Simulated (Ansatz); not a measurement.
One input, then a changed one: YTe

First run: DFT, PBEsol, PAW with Ansatz's default frozen-core files, scalar-relativistic (Ansatz 0.2.0).

Command: `ansatz run input.yaml --threads 1 --pin off --max-ram 2048MiB --backend cpu --events-out ev --progress --plain --runs-dir out` It took 9.4 s on 1 thread of Arm Neoverse V1 (shared host), peak memory 0.38 GiB.

```yaml
crystal:
  lattice:
    - [0.0, 3.04, 3.04]
    - [3.04, 0.0, 3.04]
    - [3.04, 3.04, 0.0]
  atoms:
    - { symbol: "Y", position: [0.5, 0.5, 0.5] }
    - { symbol: Te, position: [0.0, 0.0, 0.0] }
kpoints:
  mp_grid: { grid: [12, 12, 12] }
scf:
  occupations: { method: fermi_dirac, width: 0.05 }
hamiltonian:
  xc: pbesol
  pseudopotentials: { kind: paw }
output:
  forces: true
  stress: true
relax:
  f_tol: 0.005
  max_steps: 50
  cell: {}
```

The cell is entry 1539910 of the Crystallography Open Database, unrelaxed; the entry departs somewhat from later or room-temperature determinations.

This run: cell and atoms relaxed.

It converges in 12 SCF iterations over all geometries at a pressure of -0.01 GPa, ending at 28.09 Å³/atom, cutoff 420 eV.

The input is then changed:

```diff
   pseudopotentials: { kind: paw }
+  hubbard: { sites: [{ species: "Y", l: d, u_eff: 5.0 }], double_counting: fll }
 output:
 relax:
-  f_tol: 0.005
+  f_tol: 0.1
   max_steps: 50
   cell: {}
+  max_displacement: 0.5
```

**Question.** Predict the outcome of the changed run.

**Answer.** It converges in 31 SCF iterations over all geometries at a pressure of 0.01 GPa, ending at 30.88 Å³/atom, cutoff 420 eV. More than one line changes, and not each need have an effect. Results part of its log:
```
basis re-selected at this cell: Δ(F+E_penalty+E_count) = -5.023e-4 eV, ΔP = -0.004 GPa vs the last step (what re-selecting the basis moved, of the pressure what is left beyond the Pulay correction that the steps carried, after the strain that the cell walked since its last selection, with what the two solves' SCF thresholds leave and, on support functions, any second-order correction that the steps lacked; it is no measure of the basis error at this ecutwfc). This SCF's stress stands 1.04e-2 GPa from its target on what of the cell is left free (relax.cell.stress_tol is 5.00e-2 GPa) and its largest allowed force component is 7.10e-30 eV/Å (relax.f_tol is 1.00e-1 eV/Å): within both
SCF converged after 6 iterations
Free energy (F): -10695.093499 eV
Harris-Foulkes:  -10695.093499 eV  (|F-HF|=0.00e0)
Internal energy: -10695.081754 eV  (E = F + TS)
E sigma→0 (E₀):  -10695.087627 eV
Entropy (-TS):   -0.011745 eV (-5.873 meV/atom)
Fermi energy:    12.114377 eV
--- Per-component energies (eV) ---
  E_band       = -355.912568
  E_kinetic    = 485.385118
  E_local      = -1852.424171  (includes V_loc(G=0)·N_el)
  E_nonlocal   = -256.283839
  E_hartree    = 1001.781916
  E_xc         = -295.908654
  E_vxc        = -303.466276  (∫ρ·V_xc dr)
  E_hubbard    = 3.911309  (on-site DFT+U / exact-exchange correction)
  E_vhub       = 2.961639  (the Hubbard potential's part of the band-sum identity)
  E_paw        = -7358.595437  (= ΣΔE_a)
  E_vpaw       = -435.648645  (= ΣTr[D̂ρ^β])
  E_aug_tail   = -0.000201  (compensation charges beyond the density's cutoff)
  E_ewald      = -2423.471382
  E_core_change = 0.523588  (= ΣΔE_core)
  E_smearing   = -0.011745  (= −TS)
  E_closure    = 0.000000  (closes the sum)
  Σ components = -10695.093499   (vs F -10695.093499, Δ=0.00e0)
--- Forces (eV/Å), atoms counted from 1 ---
  atom   1  Y      0.00000000    -0.00000000    -0.00000000
  atom   2  Te    -0.00000000     0.00000000     0.00000000
  max |Σ_I F_I| component: 1.42e-29 eV/Å
--- Stress (GPa, compression-positive) ---
        0.010404      -0.000000      -0.000000
       -0.000000       0.010404      -0.000000
       -0.000000      -0.000000       0.010404
  P = ⅓ Tr σ = 0.0104 GPa (0.104 kbar)
Occupation matrices written to <dir>
--- Relaxed structure (4 steps of the walk, 4 accepted, 1 SCFs on fresh bases) ---
  F+E_penalty+E_count = -10695.09349942 eV   max|allowed force component| = 7.100e-30 eV/Å   (the final SCF, on the basis selected at the relaxed cell)
  cell:  # Å, volume = 61.7621 Å³
    - [1.9489797952296768e-33, 3.1373579155597966, 3.1373579155597966]
    - [3.1373579155597966, -2.5476859429189333e-34, 3.1373579155597966]
    - [3.1373579155597966, 3.1373579155597966, -2.1655331139806256e-34]
  atoms:
    - { symbol: Y, position: [0.5, 0.5, 0.5] }
    - { symbol: Te, position: [-1.436000397130674e-33, 1.604941620322556e-33, 1.0981179507469413e-33] }
```
